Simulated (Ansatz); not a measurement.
Given:

Al₂Pt:
```cif
data_Al2Pt
_chemical_formula_sum 'Pt1 Al2'
_space_group_name_H-M_alt 'P 1'
_space_group_IT_number 1
_cell_length_a 4.13904
_cell_length_b 4.13904
_cell_length_c 4.13904
_cell_angle_alpha 60.000
_cell_angle_beta 60.000
_cell_angle_gamma 60.000
loop_
_space_group_symop_operation_xyz
  'x, y, z'
loop_
_atom_site_label
_atom_site_type_symbol
_atom_site_fract_x
_atom_site_fract_y
_atom_site_fract_z
_atom_site_occupancy
Pt1 Pt 0.00000 0.00000 0.00000 1
Al1 Al 0.25000 0.25000 0.25000 1
Al2 Al 0.75000 0.75000 0.75000 1
```

This is the LDA-relaxed structure.

Problem. All from plane-wave PAW LDA (Ansatz code), unless another level is named. Give the formation energy from the elements (no fitted shifts).

Solution. -0.91 eV/atom.

Problem. Give the density of states at the Fermi level.

Solution. 0.39 states/eV per atom (mean over ±0.08 eV).

Space group Fm-3m (fluorite or antifluorite type). Symmetry was held in the LDA relaxation; of distortions, only those at the zone centre were tested. No spin polarisation was allowed. The references are the lowest solids computed at this level, not always the standard phases. Spin–orbit coupling is left out wherever it is not named.

Potentials: the later of the program's two PAW sets.
